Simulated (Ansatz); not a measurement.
Starting cell, Pd (fcc, Cu type):

```
Pd
1.0
    0.00000     3.94276     3.94276
    1.97138     0.00000     1.97138
    1.97138     1.97138     0.00000
Pd
2
Direct
  0.00000   0.00000   0.00000
  0.50000   0.00000   0.00000
```

The atoms are displaced by Q × the pattern below (from a DFPT mode at L = (0.5, 0.0, 0.0), largest move 1; Q in Å), at fixed cell. It is one choice among 2 degenerate patterns. (q is in reciprocal vectors of the primitive cell; the cell shown is doubled to hold the pattern.)

```tsv
atom	x	y	z
Pd1	-0.285	0.520	-0.805
Pd2	0.285	-0.520	0.805
```

Calculation: PBE (plane waves to 420 eV, PAW, scalar-relativistic; Ansatz, a quantum-chemistry and plane-wave program). k mesh 10×20×20 (Γ-centred), Fermi-Dirac smearing 0.05 eV. With partly filled bands, energies and forces of such displacements shift with the k mesh and the smearing. Pd is run without spin polarisation. Pd was relaxed with its symmetry unable to fall. 

```tsv
Q (Å)	−dE/dQ from forces (eV/Å)
-0.100	0.748
-0.083	0.653
-0.067	0.544
-0.050	0.421
-0.033	0.287
-0.017	0.145
0.000	0.000
0.017	-0.145
0.033	-0.287
0.050	-0.421
0.067	-0.544
0.083	-0.653
0.100	-0.748
```

Problem. What harmonic wavenumber does the curvature at Q = 0 give?

Solution. 106 cm⁻¹. E″ = 8.76 eV/Å², M = Σ mᵢ|uᵢ|² = 212.8 u, ν̃ = 521.5·√(|E″|/M).

(For displaced atoms, the force is minus the slope of the energy, and its curvature is a force constant, which sets phonon frequencies.)
